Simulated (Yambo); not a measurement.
A G0W0@PBEsol run in Yambo for AlP (wurtzite, space group P6_3mc, No. 186) under biaxial strain of -1 % along x and y, z relaxed (6×6×2 Γ-centred k mesh, 179 bands and a 10 Ry block in the screening, 179 bands in G with the Bruneval-Gonze terminator, plasmon pole fitted at 27.2 eV) gives these matrix elements, in eV, at the band edges (Γ → M):

```json
[
 {"state": "valence edge", "E0": "0.000", "<Vxc>": "-11.868", "<Σx>": "-13.952", "<Σc(E0)>": "0.989", "Z": "0.772"},
 {"state": "conduction edge", "E0": "1.839", "<Vxc>": "-8.848", "<Σx>": "-4.974", "<Σc(E0)>": "-3.685", "Z": "0.797"}
]
```

Task: Solve the linearised quasiparticle equation for both states, give the gap, and say how exchange and correlation each act on it.

Result: E = E0 + Z(Σx + Σc − Vxc). Valence: 0.000 + 0.772 × (-13.952 + (0.989) − (-11.868)) = -0.84 eV. Conduction: 1.839 + 0.797 × (-4.974 + (-3.685) − (-8.848)) = 1.99 eV. The gap is 2.83 eV, against 1.84 eV in PBEsol. Replacing Vxc by bare exchange alone would open it by 5.96 eV; correlation takes back 4.67 eV of that, and Z scales what is left. Convergence of the G0W0 settings was not tested. 

This is not the ordinary phase of the substance; no match was found in the copy of COD used, and its stability was not checked.
